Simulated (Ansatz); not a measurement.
The structure comes from a relaxation in the same program, started in the wurtzite type, and has space group P6_3mc. Whether it is a known phase or the ground state wasn't checked.

An input for SiPb: DFT, PBE, all-electron PAW with datasets made for the crystal, scalar-relativistic (Ansatz 0.2.0).

Command: `ansatz run input.yaml --threads 1 --pin off --max-ram 3072MiB --backend cpu --events-out ev --progress --plain --runs-dir out` The run took 54 s on 1 thread of Arm Neoverse V1, with other jobs on the host.

```yaml
crystal:
  lattice:
    - [4.4288261461, 0.0, 0.0]
    - [-2.2144130731, 3.8354759514, 0.0]
    - [0.0, 0.0, 7.2784130397]
  atoms:
    - { symbol: Pb, position: [0.3333333333, 0.6666666667, 0.0004709186] }
    - { symbol: Pb, position: [0.6666666667, 0.3333333333, 0.5004709186] }
    - { symbol: Si, position: [0.3333333333, 0.6666666667, 0.3755290814] }
    - { symbol: Si, position: [0.6666666667, 0.3333333333, 0.8755290814] }
kpoints:
  mp_grid: { grid: [10, 10, 6] }
  band_path:
    path:
      - [0.0, 0.0, 0.0]
      - [0.5, 0.0, 0.0]
      - [0.3333333333, 0.3333333333, 0.0]
      - [0.0, 0.0, 0.0]
      - [0.0, 0.0, 0.5]
      - [0.5, 0.0, 0.5]
      - [0.3333333333, 0.3333333333, 0.5]
      - [0.0, 0.0, 0.5]
      - [0.5, 0.0, 0.5]
    npoints: 8
scf:
  occupations: { method: fermi_dirac, width: 0.03 }
hamiltonian:
  xc: pbe
  pseudopotentials: { kind: all_electron, datasets: crystal }
output:
  forces: true
  stress: true
  eigenvalues: true
  efg: { contact_densities: true }
```

Set-up and iterations as logged by Ansatz (the results part is left out, to be predicted):

```
hamiltonian.pseudopotentials.datasets: crystal makes datasets for this crystal and solves the spheres of its atoms anew in each pass: cutoff 240.0 eV, the density's 960.0 eV; for an error of 0.50 meV an atom under PBE, 2.0 meV for the cell; an energy difference from a run of another recipe may be off by several times the error for the cell, under r2SCAN by more, where some 0.1 meV an atom stays at smaller errors; Si in spheres of 1.334 Å, 4 of its electrons in bands; Pb in spheres of 1.376 Å, 14 of its electrons in bands
band count auto-derived: 23 (N_el = 36.0; filled up to band 18; 22 by the electrons, moments and atoms)
Engine: ansatz 0.2.0
Pseudopotentials: kind: all_electron
Pseudopotential: Pb, paw, valence charge 14, recommended cutoff 240 eV (normal), Koelling and Harmon's equation, gaussian nucleus
Pseudopotential: Si, paw, valence charge 4, recommended cutoff 240 eV (normal), Koelling and Harmon's equation, gaussian nucleus
Functional definition: PBE
  parameter kappa = 0.804
  parameter beta = 0.06672455060314922
  exchange = pbe_x(kappa = kappa, mu = beta*pi^2/3)
  correlation = pbe_c(beta = beta)
Crystal: 4 atoms, lattice volume = 123.636 Å³
Basis set: ecut = 240 eV, 1063 PW (Γ), exchange–correlation on 48×48×80 points (8 copies of the dense FFT grid, shifted against one another)
Bands: 23, of which v1, the nominal top of the filled ones, is band 18 counted from 1 (17 counted from 0)
Symmetry: 12 space group operations
Space group: P63mc (ITA 186), of the structure as read, at distance tolerance 5.0e-5 Å
k-points: 56 of 600 (time reversal used)
Non-local potential: Pb, projectors of the file, l = 0: 1, l = 1: 1, l = 2: 2
Non-local potential: Si, projectors of the file, l = 0: 1, l = 1: 1
PAW form: soft (Blöchl's): semilocal exchange-correlation on the pseudo side does not see the compensation charge
PAW one-centre angular grid: Pb, 590 points (default); XC on its mesh's 1809 points in the sphere
PAW one-centre angular grid: Si, 110 points (default); XC on its mesh's 1991 points in the sphere
Initial density: superposition of atomic densities (neutral atoms: chi_scale 0, normalization atom)
Initial wavefunctions: pseudopotential atomic-orbital guess
Functional: x = pbe(κ = 0.804, μ = 0.2195149727645171), c = pbe(β = 0.06672455060314922)
iter 1 solved again at ethr=2.87e-3 eV; its pass at ethr=1.00e-1 eV (dr2=1.03e0 eV) is discarded
SCF iter   1: F=—  HF=-1151916.042094 eV  |F-HF|=—  |Δ(HF+E_count)|=         —  Δρ=2.49e-2  dr2=1.06e0  ethr=2.87e-3  ⟨swp⟩=4.1  Hψ=6831  notcnv=0
SCF iter   2: F=—  HF=-1151915.913074 eV  |F-HF|=—  |Δ(HF+E_count)|=   1.29e-1  Δρ=1.59e-2  dr2=4.41e-1  ethr=2.87e-3  ⟨swp⟩=2.0  Hψ=2576  notcnv=0
iter 3 solved again at ethr=9.17e-5 eV; its pass at ethr=1.23e-3 eV (dr2=3.30e-2 eV) is discarded
SCF iter   3: F=—  HF=-1151915.842490 eV  |F-HF|=—  |Δ(HF+E_count)|=   7.06e-2  Δρ=3.74e-3  dr2=3.28e-2  ethr=9.17e-5  ⟨swp⟩=2.4  Hψ=6145  notcnv=0  defer=11
SCF iter   4: F=—  HF=-1151915.844557 eV  |F-HF|=—  |Δ(HF+E_count)|=   2.07e-3  Δρ=2.10e-3  dr2=1.33e-2  ethr=9.12e-5  ⟨swp⟩=2.1  Hψ=2549  notcnv=0  defer=6
SCF iter   5: F=—  HF=-1151915.850100 eV  |F-HF|=—  |Δ(HF+E_count)|=   5.54e-3  Δρ=6.66e-4  dr2=1.26e-3  ethr=3.70e-5  ⟨swp⟩=3.2  Hψ=3055  notcnv=0  defer=5
SCF iter   6: F=—  HF=-1151915.851632 eV  |F-HF|=—  |Δ(HF+E_count)|=   1.53e-3  Δρ=2.32e-4  dr2=1.18e-4  ethr=3.49e-6  ⟨swp⟩=3.1  Hψ=3482  notcnv=0  defer=4
SCF iter   7: F=—  HF=-1151915.851835 eV  |F-HF|=—  |Δ(HF+E_count)|=   2.04e-4  Δρ=1.20e-4  dr2=2.90e-5  ethr=3.29e-7  ⟨swp⟩=3.1  Hψ=2637  notcnv=0  defer=1
SCF iter   8: F=—  HF=-1151915.851906 eV  |F-HF|=—  |Δ(HF+E_count)|=   7.08e-5  Δρ=3.29e-5  dr2=2.33e-6  ethr=8.07e-8  ⟨swp⟩=3.5  Hψ=2833  notcnv=0  defer=1
SCF iter   9: F=—  HF=-1151915.851909 eV  |F-HF|=—  |Δ(HF+E_count)|=   2.88e-6  Δρ=1.66e-5  dr2=7.09e-7  ethr=6.47e-9  ⟨swp⟩=3.1  Hψ=3196  notcnv=0  defer=1
SCF iter  10: F=-1151915.851910 eV  HF=-1151915.851910 eV  |F-HF|=5.05e-8  |Δ(HF+E_count)|=   9.24e-7  Δρ=4.79e-6  dr2=6.20e-8  ethr=1.97e-9  ⟨swp⟩=3.1  Hψ=2734  notcnv=0  defer=1
```

(1) What pressure will this run report?

(2) Is there a band gap?

## Answers

(1) 0.00 GPa (positive in compression).

(2) None at this level of theory (metallic, semimetallic, or a small gap that the functional closes).
